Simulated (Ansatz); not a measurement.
**What DFT gives for Sr2H3NO6**

```
CELL_PARAMETERS angstrom
5.19223 0.27498 -0.52582
-0.46869 4.73195 -0.36372
1.57819 0.63985 5.57476
ATOMIC_POSITIONS crystal
Sr 0.07711 0.55402 0.61727
Sr 0.54450 0.92645 0.96995
O 0.39405 0.00878 0.44334
O 0.68521 0.80539 0.45001
O 0.28666 0.41492 0.99866
N 0.56400 0.34787 0.63258
O 0.72787 0.17779 0.35782
O 0.96549 0.42811 0.18627
O 0.08596 0.07849 0.34380
H 0.47079 0.52881 0.30370
H 0.67678 0.43282 0.91154
H 0.99251 0.22567 0.96346
```

Single point in Ansatz 0.2.0 with r2SCAN, no spin polarisation. Cutoff 500 eV, PAW datasets, 4×4×3 (shifted by 0, 0.5, 0 steps) k mesh, methfessel-paxton filling (width 0.2756 eV).

**Contacts.** O–H at 1.61 Å: least valence density 0.50 e/Å³ and ELF 0.51 there. O–O at 1.84 Å: least valence density 0.69 e/Å³ and ELF 0.32 there. N–H at 1.87 Å: least valence density 0.35 e/Å³ and ELF 0.46 there. Both are smooth PAW fields, read partly inside the augmentation spheres.
**Forces.** The largest is on O3: 3.67 eV/Å, components (-3.50, -0.89, 0.61). It makes 137° with the line to a nearest neighbour, O4 at 1.84 Å, pointing away from it.
**Electronic structure.** It is a metal on this mesh, though the bands barely overlap, with about 8 states/eV a cell as the mean within 0.25 eV of the Fermi level, mostly O p (58 %), N p (19 %) and H s (16 %).
**Stress.** The pressure is -4.8 GPa (compression positive), so with the atoms held at these fractions the cell would first shrink; the forces are large, so a full relaxation may end otherwise. The principal stresses -16.4, -3.5, 5.5 GPa differ, so its shape would change too.
**Formation energy.** 0.68 eV an atom against the elements' usual phases (free molecules for gases, crystals otherwise, with no correction for O₂ or N₂), so at this geometry it isn't bound against them. Relaxing would lower it.

Origin: a disordered cell, so it need not be a known compound. Caveats: many states at the Fermi level without spin polarisation, so a magnetic state may lie lower; the k mesh is coarse if the cell is a metal; atoms or cell far from equilibrium; wide smearing.
